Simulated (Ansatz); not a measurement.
Recipe of this trial structure of RbSb₃S₄: random cell by space group and Wyckoff sites (R-3m, No. 166). Lengths were set from tabulated atomic sizes, so they are only a guess.

```
Rb Sb S
1.0
     3.51013    2.02658    6.42979
    -3.51013    2.02658    6.42979
     0.00000   -4.05315    6.42979
Rb Sb S
1 3 4
Direct
  0.50000 0.50000 0.50000
  0.00000 0.00000 0.50000
  0.50000 0.00000 0.00000
  0.00000 0.50000 0.00000
  0.50000 0.50000 0.00000
  0.00000 0.50000 0.50000
  0.50000 0.00000 0.50000
  0.00000 0.00000 0.00000
```

The calculation used Ansatz, DFT PBE, scalar-relativistic, plane waves, PAW. Cutoff 420 eV, Gaussian smearing, Γ-centred meshes. Cell and atoms relax first on a coarse mesh and then on a finer one. In between, the cell is made exact in the group found at 0.06 Å. In metals the finer mesh still leaves noise of several meV/atom or more. The steps can't lower the symmetry of their start. No spin polarisation.

A guess keeps its type if space group and coordination stay and the shape of the cell changes little (axis ratios within about 15 %, angles within 6°); the volume may change.

Question: Will the relaxed cell still be of the starting type?

Answer: It doesn't keep its type. The symmetry goes from R-3m (No. 166) to Pm-3m (No. 221). The volume per atom shrinks by 25.7 %, from 34.3 to 25.5 Å³. The shortest distance goes from 3.51 Å (Rb–Sb, S–S and Sb–Sb) to 2.94 Å (Rb–S and Sb–S). Counting neighbours within 15 % of an atom's shortest distance, the start has Rb 12, S 12, Sb 12 and the end Rb 6, S 6, Sb 6. In detail, at the end Rb is surrounded by 6 S at 2.94 Å and 12 Sb at 4.16 Å; around Sb lie 6 S at 2.94 Å; around S on a site of symmetry 4/mmm lie 2 Rb at 2.94 Å and 4 Sb at 2.94 Å; 1 more site not described.

```
Rb Sb S
1.0
     5.88508    0.00000    0.00000
     0.00000    5.88508    0.00000
     0.00000    0.00000    5.88508
Rb Sb S
1 3 4
Direct
  0.50000 0.50000 0.50000
  0.00000 0.50000 0.00000
  0.00000 0.00000 0.50000
  0.50000 0.00000 0.00000
  0.50000 0.00000 0.50000
  0.50000 0.50000 0.00000
  0.00000 0.50000 0.50000
  0.00000 0.00000 0.00000
```

Formation energies are uncorrected and refer to the elements' standard structures at the same level.

Question: At what energy does it end?

Answer: −0.13 eV/atom. A negative formation energy is needed for stability but isn't enough: competing phases decide.

The last run used a 6×6×6 mesh for its 8-atom cell and Gaussian smearing of 0.10 eV. The end has R-3m (No. 166) at a tolerance of 0.01 Å; the cell shown is made exact in the group found at 0.05 Å. These runs have no spin–orbit coupling, which can matter for Sb. The reference form of S is held partly by dispersion forces, which this level lacks. Symmetry constrained the relaxation, so the result can be a saddle point.
